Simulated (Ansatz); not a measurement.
C:
```
C
1.0
   -1.26206     1.26206     4.31303
    1.26206    -1.26206     4.31303
    1.26206     1.26206    -4.31303
C
4
Cartesian
  0.00000   0.00000   3.57070
  1.26206   0.00000   1.41418
  1.26206   0.00000   2.89885
  0.00000   0.00000   5.05537
```

Relaxed with PBEsol. Special points in fractions of this cell's reciprocal vectors: Γ (0.000, 0.000, 0.000); X (0.000, 0.000, 0.500); P (0.250, 0.250, 0.250); N (0.000, 0.500, 0.000); M (0.500, 0.500, -0.500); S (0.271, 0.729, -0.271); S0 (-0.271, 0.271, 0.271); R (-0.043, 0.043, 0.500); G (0.500, 0.500, -0.043).

**Question.** List the band energies nearest the Fermi level at these points for PBEsol in the plane-wave PAW code Ansatz.

**Answer.** In eV from the Fermi level; about four levels below and three above (degenerate sets whole), none deeper than 8.9 eV; … stands for higher levels left out; points with the same levels are listed once.

| k | below | above |
|---|---|---|
| Γ | -5.94 -5.94 -2.63 -1.95 -1.95 | 4.97 6.96 … |
| X | -2.91 -2.91 -2.62 -2.62 | … |
| P | -3.35 -3.35 -2.15 -2.15 | … |
| N | -6.99 -5.57 -5.44 | 2.18 3.10 3.21 |
| M | -6.27 -6.27 -0.83 -0.83 | 5.94 5.94 … |
| S | -7.87 -5.48 -5.10 | 2.39 2.58 2.80 |
| R | -3.29 -3.29 -2.05 -2.05 | … |

Space group I4_1/amd. The start of the workflow was typed in or built on a structure type; the Crystallography Open Database files this formula in space group No. 141, but the cells were not matched. It is not the phase usual at ambient conditions (space group No. 194, 227). The PBEsol relaxation kept the symmetry of its start; of distortions, only those at the zone centre were tested.

Potentials: the later of the program's two PAW sets.
